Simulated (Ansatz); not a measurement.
A trial cell of W was relaxed with PBE (plane waves to 420 eV, PAW, scalar-relativistic; Ansatz, a first-principles code).

Before: I-43d (No. 220), cI16; a = b = c = 6.320 Å, α = β = γ = 90.00°.

After relaxation:

Simulated powder pattern, Mo Kα, λ = 0.71073 Å (kinematic, ideal powder, no thermal factors, no anomalous dispersion; the 24 strongest lines at most, above 1 %, up to 2θ = 45°):

```
2θ (°)  I/Imax (%)
------  ----------
18.17          100
25.80           19
31.74           42
36.81           13
41.34           18
```

Identify the relaxed structure from its pattern: crystal system, space group and cell.

Cubic, Im-3m (No. 229), cI2, bcc (W type); a = b = c = 3.1837 Å, α = β = γ = 90.00°. Sites: W 2a (0.000, 0.000, 0.000).

Index the strongest lines.

18.17° (110), 25.80° (200), 31.74° (211), 36.81° (220), 41.34° (310).

No spin polarisation in the result.

The run could not lose the symmetry of its start.
